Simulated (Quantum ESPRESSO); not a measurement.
# Sn2Hf3Ta2Y: input and log of a self-consistent run

Computed values, not a measurement. The program is pw.x of Quantum ESPRESSO 7.5 (plane-wave density functional theory). The cell is made up: eight metal atoms on a face-centred cubic lattice, with elements, volume, strain and displacements drawn at random and not relaxed, so it may be unstable or far from any real phase. PseudoDojo standard norm-conserving files set the functional (PBE unless stated); there is no spin polarisation or spin-orbit coupling, the Fermi-Dirac width of 0.25 eV means electrons at about 2900 K, and the masses in the input are unused placeholders. The tin pseudopotential is less sure than most, with forces differing by about three percent from a second method on plain tin. Heavy elements are run without spin-orbit coupling, which real alloys of them have. A spin test at this wide smearing found no moment, but such smearing suppresses magnetism that the real alloy may have.

Input:

```
&control calculation='scf', pseudo_dir='./dojo.nc.sr.pbe.v0_5.standard.upf', outdir='./o', disk_io='minimal', tprnfor=.true., tstress=.true. /
&system ibrav=0, nat=8, ntyp=4, nbnd=67, ecutwfc=72.02867146, nosym=.true., tot_charge=0,
 occupations='smearing', smearing='fd', degauss=0.0183746611
/
&electrons conv_thr=1.470e-08, electron_maxstep=70, mixing_beta=0.5 /
ATOMIC_SPECIES
Hf 1.0 Hf.upf
Sn 1.0 Sn.upf
Ta 1.0 Ta.upf
Y 1.0 Y.upf
CELL_PARAMETERS angstrom
-0.0126 0.0122 -4.6144
-4.651 -0.0176 -0.0126
2.3671 9.0789 2.289
ATOMIC_POSITIONS angstrom
Sn -0.0656 0.004 0.074
Hf -2.2087 2.2857 -0.0745
Ta 0.0088 4.5255 -0.0069
Sn -2.3542 6.849 0.0787
Hf -2.3533 -0.1458 -2.2206
Y 0.0737 2.2791 -2.3215
Hf -2.2948 4.5316 -2.3751
Ta -0.017 6.9796 -2.2567
K_POINTS automatic
5 5 3 1 1 1
```

The log is shortened where brackets say so; the opening notice, blank lines, dates and the lines on written files are dropped, and the path of the files is cut. It prints rydbergs, bohrs and kilobars, and counts compression as positive stress. Its total energy is the free energy E - TS of the whole cell.

```
     Program PWSCF v.7.5
     Parallel version (MPI & OpenMP), running on       4 processor cores
     Number of MPI processes:                 4
     Threads/MPI process:                     1
     [start-up lines left out]
     bravais-lattice index     =            0
     lattice parameter (alat)  =       8.7200  a.u.
     unit-cell volume          =    1314.4665 (a.u.)^3
     number of atoms/cell      =            8
     number of atomic types    =            4
     number of electrons       =       101.00
     number of Kohn-Sham states=           67
     kinetic-energy cutoff     =      72.0287  Ry
     charge density cutoff     =     288.1147  Ry
     scf convergence threshold =      1.5E-08
     mixing beta               =       0.5000
     number of iterations used =            8  plain     mixing
     Exchange-correlation= PBE
                           (   1   4   3   4   0   0   0)
     [axes and pseudopotential details left out]
   Cartesian axes
     site n.     atom                  positions (alat units)
         1        Sn     tau(   1) = (  -0.0142163   0.0008668   0.0160366  )
         2        Hf     tau(   2) = (  -0.4786503   0.4953371  -0.0161450  )
         3        Ta     tau(   3) = (   0.0019071   0.9807271  -0.0014953  )
         4        Sn     tau(   4) = (  -0.5101818   1.4842559   0.0170552  )
         5        Hf     tau(   5) = (  -0.5099868  -0.0315965  -0.4812292  )
         6        Y      tau(   6) = (   0.0159716   0.4939068  -0.5030954  )
         7        Hf     tau(   7) = (  -0.4973092   0.9820491  -0.5147111  )
         8        Ta     tau(   8) = (  -0.0036841   1.5125584  -0.4890525  )
     number of k points=    38  Fermi-Dirac smearing, width (Ry)=  0.0184
                       cart. coord. in units 2pi/alat
        k(    1) = (  -0.0994581   0.1356947  -0.0993704), wk =   0.0533333
        k(    2) = (  -0.0981730  -0.2032530  -0.1002700), wk =   0.0533333
     [further k points left out]
     Dense  grid:   108625 G-vectors     FFT dimensions: (  48,  48, 100)
     Estimated max dynamical RAM per process >     337.44 MB
     Estimated total dynamical RAM >       1.24 GB
     Initial potential from superposition of free atoms
     starting charge     100.9851, renormalised to     101.0000
     Starting wfcs are   78 randomized atomic wfcs
     total cpu time spent up to now is        5.3 secs
     per-process dynamical memory:   256.6 Mb
     Self-consistent Calculation
     iteration #  1     ecut=    72.03 Ry     beta= 0.50
     Davidson diagonalization with overlap
     ethr =  1.00E-02,  avg # of iterations =  2.1
     Threshold (ethr) on eigenvalues was too large:
     Diagonalizing with lowered threshold
     Davidson diagonalization with overlap
     ethr =  7.99E-04,  avg # of iterations =  2.6
     total cpu time spent up to now is       24.9 secs
     total energy              =    -995.21657719 Ry
     estimated scf accuracy    <       0.85511103 Ry
     iteration #  2     ecut=    72.03 Ry     beta= 0.50
     Davidson diagonalization with overlap
     ethr =  8.47E-04,  avg # of iterations =  7.3
     total cpu time spent up to now is       39.7 secs
     total energy              =    -994.14739646 Ry
     estimated scf accuracy    <      26.47489866 Ry
     iteration #  3     ecut=    72.03 Ry     beta= 0.50
     Davidson diagonalization with overlap
     ethr =  8.47E-04,  avg # of iterations =  5.6
     total cpu time spent up to now is       52.3 secs
     total energy              =    -995.57424423 Ry
     estimated scf accuracy    <       0.75744736 Ry
     iteration #  4     ecut=    72.03 Ry     beta= 0.50
     Davidson diagonalization with overlap
     ethr =  7.50E-04,  avg # of iterations =  2.1
     total cpu time spent up to now is       61.8 secs
     total energy              =    -995.61198339 Ry
     estimated scf accuracy    <       0.87507332 Ry
     iteration #  5     ecut=    72.03 Ry     beta= 0.50
     Davidson diagonalization with overlap
     ethr =  7.50E-04,  avg # of iterations =  1.1
     total cpu time spent up to now is       70.5 secs
     total energy              =    -995.66942440 Ry
     estimated scf accuracy    <       0.06198402 Ry
     [iterations 6 to 11 left out]
     iteration # 12     ecut=    72.03 Ry     beta= 0.50
     Davidson diagonalization with overlap
     ethr =  1.44E-09,  avg # of iterations =  5.4
     total cpu time spent up to now is      154.6 secs
     total energy              =    -995.68039725 Ry
     estimated scf accuracy    <       0.00000077 Ry
     iteration # 13     ecut=    72.03 Ry     beta= 0.50
     Davidson diagonalization with overlap
     ethr =  7.67E-10,  avg # of iterations =  2.0
     total cpu time spent up to now is      165.2 secs
     total energy              =    -995.68039732 Ry
     estimated scf accuracy    <       0.00000007 Ry
     iteration # 14     ecut=    72.03 Ry     beta= 0.50
     Davidson diagonalization with overlap
     ethr =  7.08E-11,  avg # of iterations =  5.2
     total cpu time spent up to now is      178.5 secs
     total energy              =    -995.68039733 Ry
     estimated scf accuracy    <       0.00000006 Ry
     iteration # 15     ecut=    72.03 Ry     beta= 0.50
     Davidson diagonalization with overlap
     ethr =  5.97E-11,  avg # of iterations =  2.1
     total cpu time spent up to now is      188.8 secs
     total energy              =    -995.68039733 Ry
     estimated scf accuracy    <       0.00000011 Ry
     iteration # 16     ecut=    72.03 Ry     beta= 0.50
     Davidson diagonalization with overlap
     ethr =  5.97E-11,  avg # of iterations =  1.7
     total cpu time spent up to now is      198.7 secs
     End of self-consistent calculation
     [lines on levels left out]
!    total energy              =    -995.68039734 Ry
     estimated scf accuracy    <          3.7E-09 Ry
     smearing contrib. (-TS)   =      -0.12918752 Ry
     internal energy E=F+TS    =    -995.55120982 Ry
     The total energy is F=E-TS. E is the sum of the following terms:
     one-electron contribution =    -238.22794480 Ry
     hartree contribution      =     161.45147241 Ry
     xc contribution           =    -248.31376583 Ry
     ewald contribution        =    -670.46097159 Ry
     convergence has been achieved in  16 iterations
     Forces acting on atoms (cartesian axes, Ry/au):
     atom    1 type  2   force =     0.01135536    0.01019734   -0.00483771
     atom    2 type  1   force =    -0.01280415    0.01847693    0.01619145
     atom    3 type  3   force =     0.00058775    0.03628031   -0.00465035
     atom    4 type  2   force =     0.00462511   -0.04820829   -0.00832686
     atom    5 type  1   force =     0.00125393   -0.01779459   -0.01124816
     atom    6 type  4   force =    -0.00658113    0.01638554    0.00177346
     atom    7 type  1   force =     0.00188716    0.02900651    0.01183286
     atom    8 type  3   force =    -0.00032402   -0.04434374   -0.00073469
     Total force =     0.092133     Total SCF correction =     0.000189
     Computing stress (Cartesian axis) and pressure
          total   stress  (Ry/bohr**3)                   (kbar)     P=      -80.08
  -0.00071797  -0.00002840  -0.00001207         -105.62       -4.18       -1.77
  -0.00002840  -0.00038655   0.00001764           -4.18      -56.86        2.59
  -0.00001207   0.00001764  -0.00052855           -1.77        2.59      -77.75
     init_run     :      5.02s CPU      5.17s WALL (       1 calls)
     electrons    :    192.84s CPU    193.41s WALL (       1 calls)
     forces       :      1.94s CPU      1.97s WALL (       1 calls)
     stress       :      6.80s CPU      6.92s WALL (       1 calls)
     [timing details left out]
     PWSCF        :   3m26.69s CPU   3m27.62s WALL
     JOB DONE.
```

In other units: free energy -13546.922 eV for the cell, pressure -8.01 GPa, largest force component 1.239 eV/Å in size. The run took 209 s of wall time with four MPI processes on a shared machine (AMD EPYC, Zen 5, virtual cores), so the time is rough. A rerun of this cell at a higher cutoff and on a denser mesh moved values by no more than 0.003 eV in energy, 0.03 GPa in stress and 0.009 eV/Å in force, and a second program with other atomic files agreed on that cell to 2 % rms in force and 0.5 GPa in pressure.